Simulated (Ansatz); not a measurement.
**Relaxing a structure of Sr**

The start is a generated cell, Sr built in the hcp structure type. A full variable-cell relaxation at zero pressure is run with r2SCAN (plane waves to 500 eV, PAW, scalar-relativistic; Ansatz, an electronic-structure program). The first steps use a coarse 9×9×5 k-mesh.

Initial structure:
```
CELL_PARAMETERS angstrom
      4.30749     0.00000     0.00000
     -2.15374     3.73040     0.00000
      0.00000     0.00000     6.99361
ATOMIC_POSITIONS crystal
  Sr 0.33333 0.66667 0.25000
  Sr 0.66667 0.33333 0.75000
```

**Question.** By how much does the energy per atom fall from start to end?

**Answer.** Under 0.01 eV/atom.

**Question.** How does the volume per atom move from start to end?

**Answer.** +1.6 %, from 56.19 to 57.11 Å³/atom.

**Question.** What band gap does the relaxed structure have at this level?

**Answer.** No gap (metallic).

**Question.** Write out the relaxed structure.

**Answer.** 
```cif
data_Sr2
_chemical_formula_sum 'Sr2'
_space_group_name_H-M_alt 'P63/mmc'
_space_group_IT_number 194
_space_group_name_Hall '-P 6c 2c'
_cell_length_a 4.30341
_cell_length_b 4.30341
_cell_length_c 7.12207
_cell_angle_alpha 90.000
_cell_angle_beta 90.000
_cell_angle_gamma 120.000
loop_
_atom_site_label
_atom_site_type_symbol
_atom_site_symmetry_multiplicity
_atom_site_Wyckoff_symbol
_atom_site_fract_x
_atom_site_fract_y
_atom_site_fract_z
_atom_site_occupancy
Sr1 Sr 2 c 0.33333 0.66667 0.25000 1
```

The space group stays P6₃/mmc (No. 194) (the run could not lower it); the end is hcp (Mg type), with 2 atoms in the primitive cell. Final values are on a 13×13×7 k-mesh of the relaxed cell. No spin polarisation in the result.

The run could not lose the symmetry of its start.

All atoms sit on sites fixed by symmetry, so only the cell could relax.

This is a known allotrope of Sr, reached from a generated start. Known forms of Sr include space group No. 225.
